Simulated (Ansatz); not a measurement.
This run works on a generated trial structure, not on a known crystal.

Input and command of a plane-wave DFT calculation in Ansatz:

```yaml
crystal:
  lattice:
    - [7.9633709017, 0.0, 0.0]
    - [0.0, 7.9633709017, 0.0]
    - [0.0, 0.0, 3.990464024]
  atoms:
    - { symbol: Sr, position: [0.6313031014, 0.2060285376, 0.1908517409] }
    - { symbol: Sr, position: [0.3686968986, 0.7939714624, 0.1908517409] }
    - { symbol: Sr, position: [0.2060285376, 0.3686968986, 0.8091482591] }
    - { symbol: Sr, position: [0.7939714624, 0.6313031014, 0.8091482591] }
    - { symbol: Yb, position: [0.0, 0.0, 0.5], spin: 1.0 }
basis:
  ecutwfc: 420
kpoints:
  mp_grid: { grid: [2, 2, 4] }
hamiltonian:
  xc: pbe
scf:
  occupations: { method: gaussian, width: 0.1 }
  lower_state_search: "off"
output:
  forces: true
  stress: true
  eigenvalues: true
  populations: true
magnetization:
  spin_polarized: true
```

```bash
ansatz run input.yaml --threads 1 --pin off --max-ram 2560MiB --backend cpu --events-out ev --progress --plain --runs-dir out
```

Processor: Intel(R) Xeon(R) Processor @ 2.50GHz (Skylake/Cascade Lake), 1 thread, on a host shared with other jobs.

Q: Estimate time, memory and problem size.

A: About 2.7 min, peak memory 0.51 GiB. It solves 39 bands at 9 k points (after reduction by symmetry) with about 4941 plane waves, in 54 SCF iterations.
